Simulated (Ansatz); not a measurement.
# WSb₂ (CdI2-type structure)

Level of theory: DFT, PBE, scalar-relativistic, no spin polarisation; plane waves to 420 eV with PAW datasets (Ansatz 0.2.0), Γ-centred 12×12×6 mesh, 0.05 eV Gaussian smearing; PAW files: Ansatz's generated set soft_2.

```xyz
3
Lattice="3.4649 0.0000 0.0000 -1.7325 3.0007 0.0000 0.0000 0.0000 6.7174" Properties=species:S:1:pos:R:3 pbc="T T T"
W     0.0000    0.0000    0.0000
Sb    0.0000    2.0005    1.9128
Sb    1.7325    1.0002    4.8046
```

The structure was built from a prototype; whether the compound forms in it isn't claimed.

The run above is the reference. The same cell was run again with other input settings; several of them aren't fit for production, so the rows show the settings' effect and aren't properties of the material.

| keys changed | outcome | ΔE (meV/atom) | P (GPa) | gap on the mesh (eV) | cell moment (μB) | largest force component (eV/Å) | SCF iterations | rough core-seconds | new warnings |
| --- | --- | --- | --- | --- | --- | --- | --- | --- | --- |
| none (reference) | converged | 0.0 | 0.0 | metal | – | 0.001 | – | – | – |
| basis.ecutwfc: 420 → "700 eV"; scf.occupations.method: "gaussian" → "fermi_dirac"; scf.occupations.width: 0.05 → 0.005 | converged | -1.5 | 0.0 | metal | – | 0.001 | 6 | 8 | – |
| scf.algorithm: "direct_min" | converged | 0.0 | 0.0 | metal | – | 0.000 | 6 | 18 | – |
| hamiltonian.xc: "pbe" → "rpbe"; scf.occupations.width: 0.05 → null; scf.occupations.method: "gaussian" → "tetrahedron_uncorrected" | converged | – | 2.0 | metal | – | 0.094 | 7 | 5 | band table not solved further |
| hamiltonian.xc: "pbe" → "revpbe"; basis.ecutwfc: 420 → "25.7 Ry" | converged | – | 1.4 | metal | – | 0.079 | 7 | 4 | cutoff below recommended |
| scf.mixing.algorithm: "msr1"; scf.mixing.beta: 0.05; basis.xc_grid: 3 | converged | 0.0 | 0.0 | metal | – | 0.001 | 8 | 5 | – |
| crystal.symmetry: {"detect": false} | converged | 0.0 | 0.0 | metal | – | 0.001 | 6 | 40 | – |

These changes also left energy (to 0.1 meV/atom), pressure, gap, moment and forces as in the reference: scf.mixing.algorithm: "anderson"; scf.mixing.beta: 0.5; scf.mixing.ndim: 8.

ΔE is the energy with the smearing extrapolated to zero. It is left out where the change alters the Hamiltonian or the spin treatment. The varied runs start from atomic densities (corrected by the program's trained start where that serves), with the default search for lower states unless a row changes it.

(1) What happens with these changes: kpoints.mp_grid.grid: [12, 12, 6] → [10, 10, 5]?

Answer:

(1) outcome converged, ΔE (meV/atom) 0.7, P (GPa) 0.0, gap on the mesh (eV) metal, largest force component (eV/Å) 0.028, SCF iterations 6, rough core-seconds 2.4.

Changing scf.algorithm only steers the path to self-consistency, so the energy stays within 0.5 meV/atom.

1 further run (cut off, refused for memory, with changed atoms or starts, or in doubt) is left out.

Of the reference: Spin–orbit coupling, which matters for such heavy elements, is left out.
